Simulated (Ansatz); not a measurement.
Sb:
```xyz
4
Lattice="-4.0475 4.0475 4.0475 4.0475 -4.0475 4.0475 4.0475 4.0475 -4.0475" Properties=species:S:1:pos:R:3 pbc="T T T"
Sb     3.0356     1.0119    -1.0119
Sb     1.0119    -1.0119     3.0356
Sb    -1.0119     3.0356     1.0119
Sb     1.0119     1.0119     1.0119
```

Relaxed with PBE. Special points in fractions of this cell's reciprocal vectors: Γ (0.000, 0.000, 0.000); H (0.500, -0.500, 0.500); N (0.000, 0.000, 0.500); P (0.250, 0.250, 0.250).

Task: List the band energies nearest the Fermi level at these points for plane-wave PAW PBE (Ansatz code).

Result: In eV from the Fermi level; about four levels below and three above (degenerate sets whole), none deeper than 8.9 eV; points with the same levels are listed once.

| k | below | above |
|---|---|---|
| Γ | -3.38 -3.38 -1.15 -1.15 -1.15 | 0.65 0.65 0.65 |
| H | -3.32 -3.32 -3.32 -0.56 | 0.05 0.05 0.05 |
| N | -1.40 -1.07 -1.05 -0.62 | 0.23 1.10 2.89 |
| P | -1.75 -1.75 -0.35 -0.35 | 0.51 0.51 2.91 2.91 |

Space group I4_132. The start of the workflow was typed in or built on a structure type; neither database checked (COD, Materials Project) lists it. It is not the phase usual at ambient conditions (space group No. 166). Symmetry was held in the PBE relaxation; whether a distortion lowers the energy is not shown. The volume moved by 71 % from the start of the relaxation. Scalar-relativistic: spin–orbit coupling is off unless named, which matters more the heavier the elements.

Potentials: the earlier of the program's two PAW sets.
